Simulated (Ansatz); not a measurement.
InP (zinc blende, F-43m), r²SCAN in the plane-wave PAW code Ansatz. The conduction-band minimum lies at Γ, with 1 equivalent valley. Second derivatives d²E/dk² of the lowest band at one valley (eV·Å²), along Cartesian directions:

```json
[
 {"direction": "[100]", "d²E/dk²": "103.9"},
 {"direction": "[010]", "d²E/dk²": "103.9"},
 {"direction": "[001]", "d²E/dk²": "103.9"},
 {"direction": "[110]", "d²E/dk²": "103.7"},
 {"direction": "[101]", "d²E/dk²": "103.7"},
 {"direction": "[011]", "d²E/dk²": "103.7"}
]
```

Q: Find the principal effective masses, the density-of-states mass and the conductivity mass.

A: Off-diagonal terms follow from H_xy = H[110] − (H_xx + H_yy)/2, and m*/mₑ = 7.620 eV·Å² over each eigenvalue: 0.073, 0.073, 0.074. One valley's DOS mass (m₁m₂m₃)^(1/3) = 0.073, conductivity mass 3/(Σ 1/mᵢ) = 0.073 mₑ.

Q: What effective density of states Nc follows at 300 K for parabolic valleys?

A: Nc = 2.509e19 × 1 × (0.073)^(3/2) ≈ 4.9e17 cm⁻³.

The cell was relaxed with r²SCAN under the symmetry of its start; of distortions, only those at the zone centre were tested. Scalar-relativistic: spin–orbit coupling is off unless named, which matters more the heavier the elements.

Potentials: the earlier of the program's two PAW sets.

Edges and masses are those of Kohn–Sham bands, whose gap is no quasiparticle gap.
